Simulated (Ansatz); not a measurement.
**P: rigid cleavage**

Theory: DFT r2SCAN, scalar-relativistic, plane waves, PAW (Ansatz). The runs took a 500 eV cutoff, a Γ-centred 24×24×6 mesh and Gaussian smearing (0.15 eV). No spin polarisation. Energies are free energies at this smearing, counted from the undisturbed cell; pressure is positive in compression.

The starting cell (relaxed at this level; with this scan's settings it stands at -0.3 GPa; this simple cubic form isn't the usual structure):

```yaml
crystal:
  lattice:
    - [-2.44927, 0.00000, -0.00535]
    - [0.00000, -2.44951, 0.00000]
    - [-0.01962, 0.00000, 9.64780]
  atoms:
    - { symbol: P, position: [0.00000, 0.00000, 0.62519] }
    - { symbol: P, position: [0.00000, 0.00000, 0.12519] }
    - { symbol: P, position: [0.00000, 0.00000, 0.87481] }
    - { symbol: P, position: [0.00000, 0.00000, 0.37481] }
```

The cut lies on the cell's a–b face, a (0 0 1) plane (indices in the standard cell, whose axes needn't be the Cartesian ones shown) of area 6.00 Å², between layers 2.42 Å apart. Vector c is lengthened by d along the normal with the atoms' Cartesian places fixed: one unrelaxed cut a cell. The cell is metallic on the mesh throughout.

```csv
d (Å),energy (J/m²),traction dE/dd (GPa)
-0.30,0.73,-64.3
-0.15,?,?
0.00,0.00,-0.7
0.25,0.12,8.1
0.50,0.35,9.6
0.75,0.57,7.5
1.00,0.72,4.9
1.50,?,?
2.00,?,?
3.00,1.09,0.4
4.50,1.12,0.0
6.00,1.12,0.0
```

(1) Give the withheld values.

## Answers

(1) energy (J/m²) at d (Å) = -0.15: 0.13; traction dE/dd (GPa) at d (Å) = -0.15: -20.4; energy (J/m²) at d (Å) = 1.50: 0.90; traction dE/dd (GPa) at d (Å) = 1.50: 2.6; energy (J/m²) at d (Å) = 2.00: 1.01; traction dE/dd (GPa) at d (Å) = 2.00: 1.5.

Cost: 12 runs of about 8.7 core-minutes in all, on AMD EPYC 9R45 (Zen 5) (shared hosts).